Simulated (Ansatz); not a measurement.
# Mg, first-principles data

Mg:
```xyz
1
Lattice="-1.7784 1.7784 1.7784 1.7784 -1.7784 1.7784 1.7784 1.7784 -1.7784" Properties=species:S:1:pos:R:3 pbc="T T T"
Mg     0.0000     0.0000     0.0000
```

Space group Im-3m (No. 229), bcc (W type); conventional cell a = 3.5567 Å, b = 3.5567 Å, c = 3.5567 Å, α = 90.00°, β = 90.00°, γ = 90.00°.

Method: PBEsol in the plane-wave PAW code Ansatz. Structure relaxed to zero pressure with the same functional. Other levels are named where they apply.

Cell and energy:

```
Item                  Value
---------------  ----------
Volume per atom    22.50 Å³
Density          1.79 g/cm³
```

Electronic structure:

```
Property                                                                    Result
------------------------------------  --------------------------------------------
Electronic character                                             metallic (no gap)
Density of states at the Fermi level  0.43 states/eV per atom (mean over ±0.08 eV)
```

Mechanics:

```
Quantity                                                                Value
-------------------------------------  --------------------------------------
Bulk modulus (Birch–Murnaghan fit)                                   36.1 GPa
Pressure derivative B′                                                    4.0
Elastic constants (relaxed ions, GPa)      C11 = 35.5, C12 = 36.8, C44 = 31.1
Mechanical stability                   unstable (C has a negative eigenvalue)
```

Phonons:

```
Quantity                                              Value
-------------------------------  --------------------------
Dynamical stability on the path  unstable, down to 32i cm⁻¹
```

The first step of the workflow began from a Materials Project structure, measured or hypothetical; the Crystallography Open Database copy checked does not list it. It is not the phase usual at ambient conditions (space group No. 194). Symmetry was held in the PBEsol relaxation. As this level gives no gap, shear constants depend on the k-mesh and smearing (Fermi–Dirac, 0.1 eV here). As this level gives no gap, phonon frequencies hold no LO–TO term and depend on the k-mesh and smearing (Fermi–Dirac, 0.1 eV here).

Potentials: the later of the program's two PAW sets.
